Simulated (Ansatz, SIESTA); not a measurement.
# PbF2: 3 runs at one level of theory

```
Pb F
1.0
     0.00000    2.96366    2.96366
     2.96366    0.00000    2.96366
     2.96366    2.96366    0.00000
Pb F
1 2
Direct
  0.00000 0.00000 0.00000
  0.75000 0.75000 0.75000
  0.25000 0.25000 0.25000
```

Alike in all runs: task equation of state; functional PBEsol; k mesh 8 × 8 × 8; occupations fermi-dirac, width 0.05 eV; no spin polarisation; no spin-orbit coupling.

```csv
program and potentials,plane-wave cutoff (eV),notes,equilibrium volume (Å³/atom),bulk modulus (GPa)
"Ansatz, Ansatz PAW",420,"potentials made for PBE, which Ansatz adapts in part",?,?
"Ansatz, all-electron LAPW, scalar-relativistic",-,-,17.11,76.1
"SIESTA, files PseudoDojo sr-pbesol-0.4.1-standard, DZP (energy shift 0.003 Ry; two zetas on semicore shells)",-,atomic basis,17.14,79.0
```

Problem. Estimate from the other rows what the run with Ansatz, Ansatz PAW gave.

Solution. Equilibrium volume 17.10 Å³/atom; bulk modulus 76.3 GPa. The other rows, which needn't bracket it: equilibrium volume 17.11 to 17.14; bulk modulus 76.1 to 79.0.
